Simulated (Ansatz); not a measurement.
# BaRhO3 in Ansatz, settings compared

Launch command:

```bash
ansatz run input.yaml --threads 1 --pin off --max-ram 2560MiB --backend cpu --events-out ev --progress --plain --runs-dir out
```

Input:

```yaml
crystal:
  lattice:
    - [4.10194, 0.0, 0.0]
    - [0.0, 4.10194, 0.0]
    - [0.0, 0.0, 4.10194]
  atoms:
    - { symbol: Ba, position: [0.5, 0.5, 0.5] }
    - { symbol: Rh, position: [0.0, 0.0, 0.0] }
    - { symbol: O, position: [0.0, 0.5, 0.0] }
    - { symbol: O, position: [0.5, 0.0, 0.0] }
    - { symbol: O, position: [0.0, 0.0, 0.5] }
  symmetry: { tolerance: 0.0003 }
kpoints:
  mp_grid: { grid: [5, 5, 5], shift: [0, 0, 0] }
magnetization:
  spin_polarized: false
scf:
  occupations: { method: fermi_dirac }
hamiltonian:
  pseudopotentials: { kind: paw }
  xc: r2scan
basis:
  ecutwfc: 500
output:
  forces: true
  stress: true
  eigenvalues: true
```

Origin of the cell: a known structure type with other elements, at an estimated volume, so it need not be a known compound.

The smearing width isn't typed, so it takes its default of 0.1 eV.

Output of this run (shortened):

```
SCF iter   1: F=—  HF=-14086.261097 eV  Δρ=2.04e-2  dr2=1.30e-1  dr2_τ=2.30e-1
SCF iter   2: F=—  HF=-14086.373382 eV  Δρ=1.05e-2  dr2=2.14e-2  dr2_τ=5.96e-3  defer=1
SCF iter   3: F=—  HF=-14086.370960 eV  Δρ=5.67e-3  dr2=8.18e-3  dr2_τ=5.81e-4  defer=1
SCF iter   4: F=—  HF=-14086.369939 eV  Δρ=8.78e-4  dr2=4.17e-4  dr2_τ=3.99e-5  defer=1
SCF iter   5: F=—  HF=-14086.369954 eV  Δρ=3.27e-4  dr2=9.80e-5  dr2_τ=7.37e-6  defer=1
SCF iter   6: F=—  HF=-14086.369934 eV  Δρ=6.31e-5  dr2=4.42e-6  dr2_τ=2.53e-7  defer=1
SCF iter   7: F=—  HF=-14086.369933 eV  Δρ=1.66e-5  dr2=3.61e-7  dr2_τ=1.72e-8  defer=1
SCF iter   8: F=-14086.369933 eV  HF=-14086.369933 eV  Δρ=6.30e-6  dr2=2.55e-8  dr2_τ=2.50e-9
SCF 1 converged in 8 iterations: F = -14086.369933 eV  dr2 = 2.55e-8
SCF converged after 8 iterations
Free energy (F): -14086.369933 eV
Harris-Foulkes:  -14086.369933 eV  (|F-HF|=1.15e-8)
Internal energy: -14086.187058 eV  (E = F + TS)
E sigma→0 (E₀):  -14086.278496 eV
Entropy (-TS):   -0.182875 eV (-36.575 meV/atom)
Fermi energy:    10.878162 eV
--- Per-component energies (eV) ---
  E_band       = -266.379210
  E_kinetic    = 1260.894615
  E_local      = -3720.138406  (includes V_loc(G=0)·N_el)
  E_nonlocal   = 552.355704
  E_hartree    = 1391.832735
  E_xc         = -592.055690
  E_vxc        = -774.597500  (∫ρ·V_xc dr)
  E_paw        = -9333.017565  (= ΣΔE_a)
  E_vpaw       = -416.556980  (= ΣTr[D̂ρ^β])
  E_aug_tail   = 0.003548  (compensation charges beyond the density's cutoff)
  E_vtau       = 47.990953  (kinetic-family band-sum trace: ∫τ·v_τ [+ j·A + Jᵃ·Aᵃ] dr)
  E_ewald      = -3645.666631
  E_core_change = -0.395366  (= ΣΔE_core)
  E_smearing   = -0.182875  (= −TS)
  Σ components = -14086.369933   (vs F -14086.369933, Δ=0.00e0)
--- Forces (eV/Å), atoms counted from 1 ---
  atom   1  Ba     0.000000    -0.000000    -0.000000
  atom   2  Rh    -0.000000     0.000000     0.000000
  atom   3  O      0.000000    -0.000000     0.000000
  atom   4  O      0.000000    -0.000000     0.000000
  atom   5  O      0.000000     0.000000    -0.000000
  max |Σ_I F_I| component: 0.0 eV/Å
--- Stress (GPa, compression-positive) ---
       -9.293922       0.000000       0.000000
        0.000000      -9.293922       0.000000
        0.000000       0.000000      -9.293922
  P = ⅓ Tr σ = -9.2939 GPa (-92.939 kbar)
```

The same input was run again with these changes:

1. `scf.convergence.dr2_threshold` default → 1.0e-11; `crystal.symmetry` { tolerance: 0.0003 } → { detect: false }
2. `scf.occupations.width` default → 0.15
3. `scf.n_extra_bands` default → 32
4. `hamiltonian.hubbard` default → { sites: [{ species: Rh, l: d, u_eff: 40.0 }] }; `scf.max_iter` default → 60

```
 run        end  SCF iterations  P (GPa)  max force component (eV/Å)  moment (μB)  ΔE(σ→0) (meV/atom)
base  converged               8    -9.29                       0.000            –                   0
   1  converged              14    -9.29                       0.000            –                0.00
   2  converged               8    -8.86                       0.000            –               -4.55
   3  converged               8    -9.29                       0.000            –                0.00
   4  converged              38    19.31                       0.000            –                   –
```

Energies are compared only where functional, datasets, charge and starting cell are the same.

Not properties of the system: run 4 (an enormous U).

Caveats of the base run: no moments, though an odd count or open d shells may carry them; the k mesh is coarse if the cell is a metal.

Time of the base run: 5.2 s of wall time on 1 CPU thread(s) of a shared host, from the program's own first density.
